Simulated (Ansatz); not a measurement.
Al in space group P6/mmm (No. 191; Al on 2e, Al on 2d, Al on 3f) at seven volumes, PBE (plane waves, PAW; program Ansatz), shape and atoms relaxed at each. One row is withheld.

```json
[
 {"V (Å³/atom)": "15.717", "P (GPa)": "?"},
 {"V (Å³/atom)": "16.236", "P (GPa)": "4.99"},
 {"V (Å³/atom)": "16.754", "P (GPa)": "2.29"},
 {"V (Å³/atom)": "17.272", "P (GPa)": "0.01"},
 {"V (Å³/atom)": "17.790", "P (GPa)": "-1.91"},
 {"V (Å³/atom)": "18.308", "P (GPa)": "-3.53"},
 {"V (Å³/atom)": "18.826", "P (GPa)": "-4.87"}
]
```

Q: Fit the shown pressures and predict the withheld one.

A: Third-order Birch–Murnaghan: P = (3/2)B₀(x^(7/2) − x^(5/2))[1 + (3/4)(B′ − 4)(x − 1)] with x = (V₀/V)^(2/3). Least squares on the six rows gives V₀ = 17.274 Å³/atom, B₀ = 69.52 GPa, B′ = 4.76. At V = 15.717, x = 1.0650 and P = 8.23 GPa. The run itself gave 8.16 GPa.

The start of the workflow was typed in or built on a structure type; neither database checked (COD, Materials Project) lists it. It is not the phase usual at ambient conditions (space group No. 225). Symmetry was held in the PBE relaxation; whether a distortion lowers the energy is not shown.

Potentials: the later of the program's two PAW sets.
